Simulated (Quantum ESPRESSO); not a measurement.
Band energies of CaS at +1 % isotropic strain

```
CELL_PARAMETERS angstrom
      0.00000     2.84382     2.84382
      2.84382     0.00000     2.84382
      2.84382     2.84382     0.00000
ATOMIC_POSITIONS crystal
  S  0.50000 0.50000 0.50000
  Ca 0.00000 0.00000 0.00000
```

PBEsol (pw.x of Quantum ESPRESSO, ONCV potentials, no spin-orbit coupling); path ΓXWKΓLUWLK,UX; energies in eV from the valence-band maximum.

```csv
k (1/Å),point,band 4,band 5,band 6,band 7,band 8,band 9,band 10,band 11
0.00,Γ,-20.07,-11.34,0.00,0.00,0.00,4.00,4.09,4.09
0.22,,-20.07,-11.24,-0.66,-0.14,-0.14,3.84,4.37,4.47
0.55,,-20.09,-10.91,-2.01,-0.55,-0.55,3.00,5.09,5.12
0.88,,-20.11,-10.72,-2.36,-0.78,-0.78,2.36,5.49,5.87
1.10,X,-20.12,-10.70,-2.33,-0.82,-0.82,2.23,5.58,5.90
1.22,,-20.12,-10.68,-2.31,-0.91,-0.90,2.38,5.64,6.05
1.55,,-20.13,-10.59,-2.01,-1.61,-1.52,4.04,5.45,5.90
1.66,W,-20.13,-10.58,-1.83,-1.83,-1.58,4.75,4.75,5.94
1.79,,-20.12,-10.58,-1.97,-1.82,-1.40,4.18,5.35,6.01
2.05,K,-20.10,-10.59,-2.09,-1.92,-1.04,3.58,6.27,6.39
2.15,,-20.10,-10.56,-2.24,-1.94,-1.11,4.19,5.97,6.19
2.47,,-20.08,-10.66,-2.49,-1.30,-1.09,4.96,5.32,5.51
2.79,,-20.07,-11.02,-1.56,-0.63,-0.53,4.27,4.53,4.83
3.11,,-20.07,-11.31,-0.17,-0.06,-0.04,4.09,4.10,4.12
3.22,Γ,-20.07,-11.34,0.00,0.00,0.00,4.00,4.09,4.09
3.33,,-20.07,-11.31,-0.16,-0.05,-0.05,4.06,4.14,4.14
3.64,,-20.07,-11.02,-1.61,-0.58,-0.58,4.13,4.75,4.75
3.96,,-20.08,-10.61,-2.88,-1.07,-1.07,4.66,5.78,5.78
4.18,L,-20.08,-10.50,-3.16,-1.18,-1.18,5.06,6.03,6.17
4.27,,-20.08,-10.51,-3.13,-1.21,-1.18,5.04,5.97,6.17
4.56,,-20.09,-10.54,-2.70,-1.57,-1.13,4.59,5.74,6.18
4.76,,-20.10,-10.57,-2.23,-1.89,-1.08,3.90,6.07,6.31
4.85,U,-20.10,-10.59,-2.09,-1.92,-1.04,3.58,6.27,6.39
5.05,,-20.11,-10.58,-2.02,-1.86,-1.26,3.94,5.63,6.11
5.24,W,-20.13,-10.58,-1.83,-1.83,-1.58,4.75,4.75,5.94
5.34,,-20.12,-10.57,-1.97,-1.81,-1.47,4.76,4.77,6.03
5.63,,-20.09,-10.54,-2.69,-1.53,-1.19,4.89,5.24,6.42
5.93,,-20.08,-10.51,-3.13,-1.21,-1.18,5.04,5.97,6.18
6.02,L,-20.08,-10.50,-3.16,-1.18,-1.18,5.06,6.03,6.17
6.11,,-20.08,-10.50,-3.14,-1.20,-1.18,5.05,5.98,6.17
6.36,,-20.09,-10.53,-2.80,-1.49,-1.14,4.74,5.71,6.17
6.62,,-20.10,-10.57,-2.20,-1.90,-1.07,3.86,6.10,6.32
6.70,K,-20.10,-10.59,-2.09,-1.92,-1.04,3.58,6.27,6.39
6.70,U,-20.10,-10.59,-2.09,-1.92,-1.04,3.58,6.27,6.39
6.80,,-20.11,-10.63,-2.19,-1.57,-0.96,3.08,6.16,6.47
7.09,X,-20.12,-10.70,-2.33,-0.82,-0.82,2.23,5.58,5.90
```

The PBEsol gap is indirect, 2.23 eV, from Γ to X; the smallest direct gap is 3.06 eV.

Geometry strained from the cell relaxed with PBEsol, atoms relaxed again.
